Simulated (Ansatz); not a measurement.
Pt:
```
Pt
1.0
    0.00000     1.95896     1.95896
    1.95896     0.00000     1.95896
    1.95896     1.95896     0.00000
Pt
1
Direct
  0.00000   0.00000   0.00000
```

Relaxed with PBEsol. Special points in fractions of this cell's reciprocal vectors: Γ (0.000, 0.000, 0.000); X (0.500, 0.000, 0.500); U (0.625, 0.250, 0.625); K (0.375, 0.375, 0.750); L (0.500, 0.500, 0.500); W (0.500, 0.250, 0.750).

Q: List the band energies nearest the Fermi level at these points for the program Ansatz at the PBEsol with spin–orbit coupling level (PAW).

A: In eV from the Fermi level; about four levels below and three above (degenerate sets whole), none deeper than 8.9 eV; … stands for higher levels left out; points with the same levels are listed once.

```csv
k,below,above
Γ,-1.55 -1.55 -1.55 -1.55,14.46 14.46 …
X,-6.86 -6.86 -0.27 -0.27,0.05 0.05 1.03 1.03
U,-1.44 -1.44 -0.13 -0.13,5.50 5.50 6.56 6.56
L,-0.81 -0.81 -0.34 -0.34,0.32 0.32 5.81 5.81
W,-4.69 -4.69 -2.02 -2.02,0.46 0.46 6.98 6.98
```

Space group Fm-3m (fcc (Cu type)). Symmetry was held in the PBEsol relaxation. No spin polarisation was allowed.

Potentials: the earlier of the program's two PAW sets. The files were generated under PBE; for other functionals the program regenerates the frozen cores, and for LDA and PBEsol the local potential too.
